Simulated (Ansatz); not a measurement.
Consider the following.

TaN:
```
TaN
1.0
    0.00000     2.17379     2.17379
    2.17379     0.00000     2.17379
    2.17379     2.17379     0.00000
Ta N
1 1
Direct
  0.50000   0.50000   0.50000
  0.00000   0.00000   0.00000
```

This is the LDA-relaxed structure.

### Question
All from plane-wave PAW LDA (Ansatz code), unless another level is named. Estimate the bulk modulus (Birch–Murnaghan fit).

### Answer
376 GPa.

### Question
Next, the elastic constants (relaxed ions, GPa)?

### Answer
C11 = 839, C12 = 145, C44 = 72.6.

Space group Fm-3m (rock salt). The cell was relaxed with LDA under the symmetry of its start; of distortions, only those at the zone centre were tested. The run is not spin-polarised. As this level gives no gap, shear constants depend on the k-mesh and smearing (Fermi–Dirac, 0.1 eV here). Spin–orbit coupling is left out wherever it is not named.

Potentials: the earlier of the program's two PAW sets.
